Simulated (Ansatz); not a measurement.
# Sr4Nb3PO14: Sr-87 NMR of the central transition

Cell: a Materials Project structure (computed, not necessarily an observed phase), its atoms then relaxed with PBE in this cell.

```xyz
22
Lattice="4.0496 0.0000 0.0000 0.0434 5.7370 0.0000 2.0083 0.8820 13.3712" Properties=species:S:1:pos:R:3 pbc="T T T"
Sr    2.0354    0.8278    5.6105
Sr    4.0958    3.5875    7.9149
Sr    2.1777    2.7692    1.3716
Sr    4.0613    6.1682   12.2873
Nb    4.1404    3.5314    4.2434
Nb    2.1309    0.4735    9.0744
Nb    2.0034    3.1636   11.7133
P     0.2946    0.2849    1.7712
O     1.8471    5.8813    1.6057
O     4.0273    2.9722   11.9655
O     3.9373    4.6298    2.3957
O     1.9942    1.2946   10.9701
O     4.1143    5.0307    5.2418
O     2.0519    1.9989    8.0387
O     2.0553    5.0265    7.5974
O     4.0460    2.3068    5.6483
O     3.8634    0.6405    0.3146
O     2.0365    4.3959   13.1378
O     4.0328    1.5316    2.6887
O     2.0098    4.2405   10.2503
O     2.0147    3.2828    3.9415
O     4.0733    6.0185    9.2997
```

Atoms are numbered from 1 in the order listed; like atoms form one site, named after its first atom.

Level of theory: DFT, r2SCAN, plane waves and PAW, scalar-relativistic, 500 eV cutoff, Γ-centred 6×4×2 k-points, Fermi–Dirac smearing 0.02 eV (Ansatz 0.2.0).

Sr-87 has I = 9/2 and Q = 305.0 mb (Pyykkö 2018); at 21.1 T its Larmor frequency is ν₀ = 39.1 MHz. Only the quadrupole interaction is simulated: positions count from each site's isotropic chemical shift, and shift anisotropy, dipolar and J coupling are left out.

(1) What does the Sr-87 spectrum (static powder) show for each site?

Results:

(1) 

```
site                                                   first shell  C_Q (MHz)     η  P_Q (MHz)  δ_QIS (ppm)  breadth (kHz)
 Sr1                                            7 O at 2.50–2.97 Å       61.5  0.45       63.5        -3677            985
 Sr2                        9 O at 2.49–3.20 Å; also 1 O at 3.58 Å       77.0  0.62       81.8        -6099           1719
 Sr3  12 O at 2.59–3.35 Å; also 2 P at 3.14–3.32 Å, 1 Sr at 3.52 Å       12.3  0.59       13.0         -154           42.9
 Sr4                   4 O at 2.56–2.57 Å; also 6 O at 2.76–3.21 Å      -44.2  0.34       45.0        -1847            472
```

δ_QIS = −(ν_Q²/30ν₀²)[I(I+1) − 3/4](1 + η²/3) × 10⁶ ppm with ν_Q = 3|C_Q|/[2I(2I−1)]; it falls as 1/B₀² in ppm, and the breadth as 1/B₀ in kHz.

At this cell the principal stresses reach 5 GPa in size with r2SCAN, which can matter for small gradients. The largest force is 0.7 eV/Å, so the atoms aren't at the calculated equilibrium and relaxing them would move these values. Without spin–orbit coupling (the program notes it for Sr) the gradients are little affected as a rule: paired runs on crystals with a gap mostly move them by under 2 % at such atoms.

The run took 5.2 min of wall time (7.9 min of CPU time) and 1.6 GiB at its peak, on 2 threads of Intel Xeon Processor @ 2.50GHz (Skylake/Cascade Lake) (x86_64; 62 cores open to the job, memory cap 5.0 GiB, no GPU), a shared host with a load of 0.9 a core.
